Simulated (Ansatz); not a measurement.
The relaxed structure here is a generated cell of ScSi: the first start was made by placing the elements on the sites of a structure type, and the end was not matched to a known phase here, so it may be hypothetical.

The start is a generated cell, ScSi built in the AFLOW prototype AB_hP4_186_b_b (B4, as in ZnS). The cell and all atomic positions are relaxed at zero pressure with PBEsol (plane waves to 420 eV, PAW, scalar-relativistic; Ansatz, an electronic-structure program). The first steps use a coarse 7×7×4 k-mesh.

The start:
```yaml
crystal:
  lattice:
    - [3.68891, 0.00000, 0.00000]
    - [-1.84445, 3.19469, 0.00000]
    - [0.00000, 0.00000, 6.04158]
  atoms:
    - { symbol: Sc, position: [0.66667, 0.33333, 0.00000] }
    - { symbol: Sc, position: [0.33333, 0.66667, 0.50000] }
    - { symbol: Si, position: [0.66667, 0.33333, 0.62520] }
    - { symbol: Si, position: [0.33333, 0.66667, 0.12520] }
```

```json
{
 "initial_pressure": "+42 GPa (positive: the cell is compressed)",
 "largest_initial_force": "about 0.3 eV/Å, on Sc1, Sc2, Si3, Si4 (atoms numbered as listed)",
 "outcome": "The space group goes from P6₃mc (No. 186) to P6₃/mmc (No. 194), with 4 atoms in the primitive cell",
 "energy_released": "1.50 eV/atom",
 "volume_change": "+40.3 %, from 17.80 to 24.98 Å³/atom",
 "Shortest distances (start → end)": "The closest pairs of elements (up to four, under 3.6 Å), start → end: Sc–Si 2.26 → 2.64 Å",
 "band_gap_at_the_end": "no gap (metallic)",
 "optimiser_moves": "17"
}
```

Relaxed structure:

Space group P6₃/mmc (No. 194); a = b = 4.6773 Å, c = 5.2741 Å, α = β = 90.00°, γ = 120.00°

```tsv
atom	site	symmetry	x	y	z
Sc	2d	-6m2	0.6667	0.3333	0.2500
Si	2c	-6m2	0.3333	0.6667	0.2500
```

Final values are on a 12×12×9 k-mesh of the relaxed cell. No spin polarisation in the result.

The run could not lose the symmetry of its start: the end is stationary, and may be a saddle point rather than a minimum.
